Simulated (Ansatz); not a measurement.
ZrReH: reading a single point

```yaml
crystal:
  lattice:
    - [3.43639, 0.00000, 0.00000]
    - [0.00000, 3.43639, 0.00000]
    - [0.00000, 0.00000, 6.64322]
  atoms:
    - { symbol: Zr, position: [0.00000, 0.50000, 0.20000] }
    - { symbol: Zr, position: [0.50000, 0.00000, 0.80000] }
    - { symbol: H, position: [0.00000, 0.00000, 0.00000] }
    - { symbol: H, position: [0.50000, 0.50000, 0.00000] }
    - { symbol: Re, position: [0.00000, 0.50000, 0.70000] }
    - { symbol: Re, position: [0.50000, 0.00000, 0.30000] }
```

Method: PBE, non-collinear spin; PAW, plane waves to 420 eV, 8×8×4 Γ-centred mesh, fermi-dirac occupations (width 0.1 eV) (Ansatz 0.2.0), atoms fixed.

The state carries no moments; the state need not be the lowest.

(1) Where is the largest force?

(2) Is there a gap?

(3) Is it stable against the elements?

(4) Give the Bader charges.

Origin: a known structure type with other elements, at an estimated volume, so it need not be a known compound. Caveats: atoms or cell far from equilibrium.

Results:

(1) The largest is on Re6 (and as large on other atoms): 3.88 eV/Å, components (0.00, 0.00, 3.88). It makes 105° with the line to a nearest neighbour, Zr1 at 2.52 Å.

(2) It is a metal, with about 4.2 states/eV a cell as the mean within 0.25 eV of the Fermi level, mostly Re d (68 %) and Zr d (18 %).

(3) 0.78 eV an atom against the elements' usual phases (free molecules for gases, crystals otherwise, with no correction for O₂ or N₂), so at this geometry it isn't bound against them. Relaxing would lower it.

(4) Bader charges in e: Zr +1.23, Re -0.79, H -0.44. In the mean Zr gives up most and Re takes most.
